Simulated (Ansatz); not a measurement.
Recipe of this trial structure of HfB: close-packed layers stacked AB, repeated with a shift to C (R-3m, No. 166) (elements of the layers in order: B Hf). Lengths were set from tabulated atomic sizes, so they are only a guess.

Space group R-3m:H (No. 166). a = 2.939 Å, b = 2.939 Å, c = 11.903 Å, α = 90.00°, β = 90.00°, γ = 120.00°
```
atom  site  symmetry       x       y       z
  Hf    3b       -3m  0.3333  0.6667  0.1667
   B    3a       -3m  0.0000  0.0000  0.0000
```

Theory: DFT PBE, scalar-relativistic, plane waves, PAW (Ansatz). Cutoff 420 eV, Gaussian smearing, Γ-centred meshes. Cell and atoms relax on a converged mesh. In metals the finer mesh still leaves noise of several meV/atom or more. The steps can't lower the symmetry of their start. No spin polarisation.

A guess keeps its type if space group and coordination stay and the shape of the cell changes little (axis ratios within about 15 %, angles within 6°); the volume may change.

**Question.** Does this structure survive the relaxation?

**Answer.** It doesn't keep its type. The symmetry goes from R-3m (No. 166) to Fm-3m (No. 225). The end has the rock salt type. The volume per atom shrinks by 4.9 %, from 14.8 to 14.1 Å³. The shortest distance goes from 2.61 Å (Hf–B) to 2.42 Å (Hf–B). Counting neighbours within 15 % of an atom's shortest distance, the start has B 12, Hf 12 and the end B 6, Hf 6. In detail, at the end Hf has 6 B at 2.42 Å; B is surrounded by 6 Hf at 2.42 Å.

```cif
data_structure
_symmetry_space_group_name_H-M 'P 1'
_symmetry_Int_Tables_number 1
_cell_length_a 3.4181
_cell_length_b 3.4181
_cell_length_c 3.4181
_cell_angle_alpha 60.000
_cell_angle_beta 60.000
_cell_angle_gamma 60.000
_cell_volume 28.24
loop_
_atom_site_label
_atom_site_type_symbol
_atom_site_fract_x
_atom_site_fract_y
_atom_site_fract_z
_atom_site_occupancy
Hf1 Hf 0.50000 0.50000 0.50000 1
B1 B 0.00000 0.00000 0.00000 1
```

Formation energies are uncorrected and refer to the elements' standard structures at the same level.

**Question.** At what energy does it end?

**Answer.** −0.42 eV/atom. It lies below the elements, which doesn't yet make it stable against other compounds or structures.

The last run used a 24×24×24 mesh for its 2-atom cell and Gaussian smearing of 0.10 eV. Spin–orbit coupling, which can matter for Hf, is left out. The cell is a metal run without spin; a magnetic state may lie lower. A structure relaxed within its symmetry needn't be a true minimum.
